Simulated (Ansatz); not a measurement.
Starting cell, CeO2 (fluorite):

```xyz
3
Lattice="0.0000 2.7187 2.7187 2.7187 0.0000 2.7187 2.7187 2.7187 0.0000" Properties=species:S:1:pos:R:3 pbc="T T T"
Ce     0.0000     0.0000     0.0000
O      1.3593     1.3593     1.3593
O      4.0780     4.0780     4.0780
```

In each cell atom 1 (Ce, nearest neighbour O at 2.354 Å; its periodic images, 3.8 Å or more away, move with it) moves by s·(1.000, 0.000, 0.000) (along Cartesian x), the rest being held.

Computed with r2SCAN (plane waves to 500 eV, PAW, scalar-relativistic; Ansatz, a first-principles code). k mesh 9×9×9 (Γ-centred), Fermi-Dirac smearing 0.05 eV. Energies are smeared free energies. CeO2 is run without spin polarisation. CeO2 was relaxed with its symmetry unable to fall. The f-shell state is unchecked: a lower one may exist. ΔE is measured from the undisplaced structure.

| s (Å) | ΔE (meV/cell) |
|---|---|
| -0.240 | 202.2 |
| -0.192 | withheld |
| -0.144 | 71.7 |
| -0.096 | 31.7 |
| -0.048 | 7.9 |
| 0.000 | 0.0 |
| 0.048 | 7.9 |
| 0.096 | 31.7 |
| 0.144 | 71.7 |
| 0.192 | withheld |
| 0.240 | 202.2 |

Question: Fit an even polynomial form (powers 2, 4) to the given rows and predict ΔE at s = -0.192.

Answer: Least squares on the 9 given rows: ΔE = (3428)·s² + (1438)·s⁴, in meV/cell with s in Å; root-mean-square residual 0.01 meV/cell. At -0.192 the fit gives 128.3 meV/cell; the calculation gives 128.4 meV/cell, so the interpolation is off by -0.1 (-0.1 %). The quadratic term alone would give 126.4 meV/cell.

(A displaced cell: forces are minus the slopes of the energy, force constants its curvatures, and phonons follow from these.)
